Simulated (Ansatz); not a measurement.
Input and command of a plane-wave DFT calculation in Ansatz:

```yaml
crystal:
  lattice:
    - [0.0, 5.4391613439, 0.0]
    - [0.0, 0.0, 5.4391613439]
    - [10.8783226878, 0.0, 0.0]
  atoms:
    - { symbol: Cs, position: [0.0, 0.0, 0.0] }
    - { symbol: Cs, position: [0.0, 0.0, 0.5] }
    - { symbol: Li, position: [0.5, 0.5, 0.5] }
    - { symbol: Li, position: [0.5, 0.5, 0.0] }
    - { symbol: Li, position: [0.0, 0.5, 0.25] }
    - { symbol: Li, position: [0.0, 0.5, 0.75] }
    - { symbol: Li, position: [0.5, 0.0, 0.25] }
    - { symbol: Li, position: [0.5, 0.0, 0.75] }
basis:
  ecutwfc: 420
kpoints:
  mp_grid: { grid: [4, 4, 2] }
hamiltonian:
  xc: pbe
scf:
  occupations: { method: gaussian, width: 0.1 }
output:
  forces: true
  stress: true
  eigenvalues: true
```

```bash
ansatz run input.yaml --threads 1 --pin off --max-ram 2560MiB --backend cpu --events-out ev --progress --plain --runs-dir out
```

Processor: Intel(R) Xeon(R) Platinum 8259CL CPU @ 2.50GHz (Skylake/Cascade Lake), 1 thread, on a host shared with other jobs.

Q: Estimate time, memory and problem size.

A: About 8.7 s on 1 thread of Intel(R) Xeon(R) Platinum 8259CL CPU @ 2.50GHz (Skylake/Cascade Lake), with other jobs on the host, peak memory 0.54 GiB. It solves 26 bands at 12 k points (the mesh reduced by the symmetry that the task leaves, which can be less than the crystal's) with about 6297 plane waves, in 7 SCF iterations.
